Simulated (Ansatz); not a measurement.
LaN:
```
CELL_PARAMETERS angstrom
      0.00000     2.80226     2.80226
      2.80226     0.00000     2.80226
      2.80226     2.80226     0.00000
ATOMIC_POSITIONS crystal
  N  0.25000 0.25000 0.25000
  La 0.00000 0.00000 0.00000
```

Relaxed with r²SCAN.

### Question
Give the Bader charges and basin volumes of the independent atoms, DFT-r²SCAN in the program Ansatz with PAW potentials.

### Answer


```json
[
 {"atom": "N1", "Bader charge (e)": "-1.77", "Bader volume (Å³)": "20.2"},
 {"atom": "La2", "Bader charge (e)": "+1.77", "Bader volume (Å³)": "23.8"}
]
```

Space group F-43m (zinc blende). The start of the workflow was typed in or built on a structure type; neither database checked (COD, Materials Project) lists it. COD files the formula under space group No. 225. Whether it is the stable phase at ambient conditions was not checked. The r²SCAN relaxation kept the symmetry of its start; its stability against distortions is not shown here. Spin–orbit coupling is left out wherever it is not named.

Potentials: the earlier of the program's two PAW sets. The files were generated under PBE; for other functionals the program regenerates the frozen cores, and for LDA and PBEsol the local potential too.
